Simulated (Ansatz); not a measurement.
Cd(GaSe2)2, in the lowest among the structures calculated here: I-4 (No. 82), tI14; a = b = 5.7263 Å, c = 10.7810 Å, α = β = γ = 90.00°; Se 8g (0.277, 0.256, 0.140); Ga 2c (0.000, 0.500, 0.250); Ga 2b (0.000, 0.000, 0.500); Cd 2a (0.000, 0.000, 0.000). Computed with PBEsol (plane waves to 420 eV, PAW, scalar-relativistic; Ansatz, an electronic-structure program). Element references, the lowest calculated here: Se (P3₁21), Ga (Cmce), Cd (P6₃/mmc).

Total energies (eV/atom, σ → 0; comparable only within this code, potentials and settings):

```tsv
phase	E (eV/atom)
Cd(GaSe2)2 (I-4)	-5338.776
Se (P3₁21)	-5424.207
Ga (Cmce)	-3743.203
Cd (P6₃/mmc)	-8184.063
CdSe (F-43m)	-6804.705
Ga2Se3 (Cc)	-4752.365
```

Problem. What is the formation energy of this I-4 form of Cd(GaSe2)2 from the elements?

Solution. E_f = -5338.776 − [1 × (-8184.063) + 2 × (-3743.203) + 4 × (-5424.207)] / 7 = -0.59 eV/atom (-4.1 eV per formula unit).

Problem. Is it stable against the other phases calculated?

Solution. Yes: the most favourable decomposition, Cd(GaSe2)2 → CdSe + Ga2Se3 (CdSe F-43m, Ga2Se3 Cc), costs 0.03 eV/atom.

Problem. Over what range of chemical potentials is Cd(GaSe2)2 stable among the phases calculated here? Give the corners of its window as Δμ = μ − μ(element).

Solution. 
| in equilibrium with | Δμ(Cd) (eV) | Δμ(Ga) (eV) | Δμ(Se) (eV) |
|---|---|---|---|
| CdSe + Ga | -0.1 | 0.0 | -1.0 |
| Ga2Se3 + Ga | -0.4 | 0.0 | -0.9 |
| Se + CdSe | -1.1 | -1.5 | 0.0 |
| Se + Ga2Se3 | -1.3 | -1.4 | 0.0 |

At every corner Σ nΔμ equals the formation energy, about -4.1 eV per formula unit; the corners carry the error of several atoms' energies, a few 0.01 eV.

This is the hull of the energies calculated here, no anion corrections; phases that were not calculated are missing from it. Values are rounded to 0.01 eV/atom. The compounds carry no spin polarisation.
